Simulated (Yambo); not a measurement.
Yambo run on LuIO (space group P4/nmm, No. 129). The wavefunctions are PBEsol (pw.x of Quantum ESPRESSO, ONCV potentials, scalar-relativistic) ones on a 4×4×1 mesh (38 occupied bands); a = b = 3.844 Å, c = 9.085 Å, α = β = γ = 90.00°.

Yambo input:

```
rim_cut
gw0
dyson
el_el_corr
HF_and_locXC
ppa
em1d
RandQpts= 1000000
RandGvec= 1 Ry
EXXRLvcs= 100 Ry
VXCRLvcs= 400 Ry
Chimod= "HARTREE"
% BndsRnXp
 3 | 107 |
%
NGsBlkXp= 7 Ry
% LongDrXp
 1.0 | 1.0 | 1.0 |
%
PPAPntXp= 27.2114 eV
% GbndRnge
 1 | 212 |
%
GTermKind= "BG"
DysSolver= "n"
ExtendOut
% QPkrange
 1 | 1 | 38 | 39 |
 2 | 2 | 38 | 38 |
 6 | 6 | 39 | 39 |
%
```

k points by index: 1 = Γ, 2 = (0, 0.25, 0), 6 = M.

The o-*.qp file then holds:

```
#    K-point    Band    Eo [eV]    E [eV]    E-Eo [eV]    Vxc [eV]    Vnlxc [eV]    Sc|Eo [eV]    Sc|E [eV]    dSc/dw|Eo [eV]    Re(Z)    Im(Z)
#
    1    38    -0.118027    -0.856661    -0.738634    -12.75579    -15.61648    1.951120    2.122054    -6.296434    0.812089    -0.001258
    1    39    3.239700    3.883003    0.643303    -10.61674    -6.406386    -3.434284    -3.567052    -5.615096    0.828945    -0.001143
    2    38    0.000000    -0.719562    -0.719562    -12.57657    -15.29093    1.830242    1.994802    -6.222346    0.813888    -0.001248
    6    39    3.203506    3.728151    0.524645    -10.47069    -6.571581    -3.265064    -3.374459    -5.672853    0.827489    -0.001162
```
(The two width columns are left out.) Convergence of these settings isn't established.

Spin-orbit coupling is not included.

Geometry relaxed with PBE+D3(BJ).
